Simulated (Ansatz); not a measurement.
A generated cell, not matched to a known phase here, of LiP(HO)₂: I4mm (No. 107), tI12; a = b = 4.305 Å, c = 5.778 Å, α = β = γ = 90.00°; H 4b (0.000, 0.500, 0.044); Li 2a (0.000, 0.000, 0.349); O 4b (0.000, 0.500, 0.376); P 2a (0.000, 0.000, 0.852). Calculation: r2SCAN (plane waves to 500 eV, PAW, scalar-relativistic; Ansatz, an electronic-structure program). Element references, the lowest calculated here: P (Cmce), Li (Fm-3m, not the ambient form), H (Pa-3, a generated molecular cell), O (C2/m, ferromagnetic, forced by one molecule a cell; α-O2 is antiferromagnetic); gases are represented by their molecular solids.

Q: What is the computed formation energy of this I4mm form of LiP(HO)2 from the elements (r2SCAN)?

A: -0.80 eV/atom.

A lower structure of this composition may exist.

Static energies, no anion corrections, no zero-point energy. Values are rounded to 0.01 eV/atom. Not shown to be the ambient phase of their composition (a lower form may be missing, and a cell relaxed within its start's symmetry can be a saddle point): LiP(HO)2 (I4mm). The compounds carry no spin polarisation.
